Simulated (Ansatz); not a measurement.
**Computed properties of Hf2S**

Hf2S:
```yaml
crystal:
  lattice:
    - [3.38167, 0.00000, 0.00000]
    - [-1.69083, 2.92861, 0.00000]
    - [0.00000, 0.00000, 11.74000]
  atoms:
    - { symbol: Hf, position: [0.66667, 0.33333, 0.89961] }
    - { symbol: Hf, position: [0.33333, 0.66667, 0.10039] }
    - { symbol: Hf, position: [0.33333, 0.66667, 0.39961] }
    - { symbol: Hf, position: [0.66667, 0.33333, 0.60039] }
    - { symbol: S, position: [0.00000, 0.00000, 0.75000] }
    - { symbol: S, position: [0.00000, 0.00000, 0.25000] }
```

Space group P6_3/mmc (No. 194); conventional cell a = b = 3.382 Å, c = 11.740 Å, α = β = 90.00°, γ = 120.00°.

Method: the program Ansatz at the r²SCAN level (PAW). The cell and atoms are relaxed at this level. Other levels are named where they apply.

**Cell and energy**

| Quantity | Value |
|---|---|
| Volume per atom | 19.38 Å³ |
| Density | 11.11 g/cm³ |
| Formation energy from the elements (no fitted shifts) | -1.17 eV/atom |

**Electronic structure**

| Item | Result |
|---|---|
| Electronic character | metallic (no gap) |
| Density of states at the Fermi level | 0.39 states/eV per atom (mean over ±0.08 eV) |

The first step of the workflow began from a Materials Project structure, measured or hypothetical; the Crystallography Open Database copy checked does not list it. Its standing as an ambient phase is unchecked. The r²SCAN relaxation kept the symmetry of its start; whether a distortion lowers the energy is not shown. No spin polarisation was allowed. The references are the lowest solids computed at this level, not always the standard phases. Spin–orbit coupling is left out wherever it is not named.

Potentials: the earlier of the program's two PAW sets.
